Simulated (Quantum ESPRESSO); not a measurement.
```cif
data_KLiO4Zn3
_chemical_formula_sum 'Li1 O4 K1 Zn3'
_space_group_name_H-M_alt 'P 1'
_space_group_IT_number 1
_cell_length_a 6.09723
_cell_length_b 6.09723
_cell_length_c 8.27706
_cell_angle_alpha 132.281
_cell_angle_beta 132.281
_cell_angle_gamma 32.026
loop_
_space_group_symop_operation_xyz
  'x, y, z'
loop_
_atom_site_label
_atom_site_type_symbol
_atom_site_fract_x
_atom_site_fract_y
_atom_site_fract_z
_atom_site_occupancy
Li1 Li 0.81995 0.81995 0.18738 1
O1 O 0.76514 0.76514 0.36820 1
O2 O 0.22667 0.22667 0.62984 1
O3 O 0.59551 0.59551 0.82330 1
O4 O 0.39825 0.39825 0.16915 1
K1 K 0.00496 0.00496 0.00365 1
Zn1 Zn 0.19691 0.19691 0.83883 1
Zn2 Zn 0.36992 0.36992 0.54071 1
Zn3 Zn 0.62270 0.62270 0.43896 1
```

The geometry is that of Materials Project entry mp-1223469, symmetrised and not relaxed again.

Q: What does norm-conserving LDA (Quantum ESPRESSO, 84 Ry, no spin-orbit coupling) give for the electronic structure near the Fermi level?

A: The LDA gap is direct, 1.47 eV at Γ. 

The structure is a Materials Project entry; no match was found in the copy of COD used, and its stability was not checked.
